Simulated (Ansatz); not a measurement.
**Question.** Name crystals whose computed values (PBEsol in the plane-wave PAW code Ansatz) fall in these windows: highest Γ mode, no LO–TO term (cm⁻¹) 480 to 660; Θ_D (K) 300 to 400.

**Answer.** 

```tsv
crystal	highest Γ mode, no LO–TO term (cm⁻¹)	Θ_D (K)
TaN, Pm-3m (Ta on 3c, N on 3d)	569	366
BaIrO3, cubic perovskite	563	376
CuO, Cccm (Cu on 4e, O on 4b)	537	304
```
Others may fit too.

Typed or built starts, not in the databases checked: TaN, Pm-3m (Ta on 3c, N on 3d). Not the usual ambient phase: TaN, Pm-3m (Ta on 3c, N on 3d); CuO, Cccm (Cu on 4e, O on 4b). Standing as an ambient phase not checked: BaIrO3, cubic perovskite. All cells were relaxed under the symmetry of their starts (and spin orders); stability against distortions was not tested throughout. Rows with no word on spin ran without spin polarisation. No Hubbard U is applied. Scalar-relativistic: spin–orbit coupling is off unless named, which matters more the heavier the elements.

Potentials: the later of the program's two PAW sets.
